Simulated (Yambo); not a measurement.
```xyz
4
Lattice="3.0735 0.0000 0.0000 -1.5368 2.6617 0.0000 0.0000 0.0000 5.0453" Properties=species:S:1:pos:R:3 pbc="T T T"
C      0.0000     1.7745     4.4166
C      1.5368     0.8872     1.8940
Si     0.0000     1.7745     2.5206
Si     1.5368     0.8872     5.0432
```

The geometry is that of Materials Project entry mp-7140, symmetrised and not relaxed again.

### Question
Where are the main features of Im ε from RPA with local fields on PBE bands (Yambo; 15×15×8 mesh, 31 bands, 4 Ry local-field block, 0.2 eV broadening; field along z)?

### Answer
Peaks at 6.5 eV (16), 7.6 eV (13), heights in brackets. Peak heights and small wiggles depend on the k mesh. Convergence of the RPA response with its 15×15×8 mesh was not tested. No excitonic effects at this level.
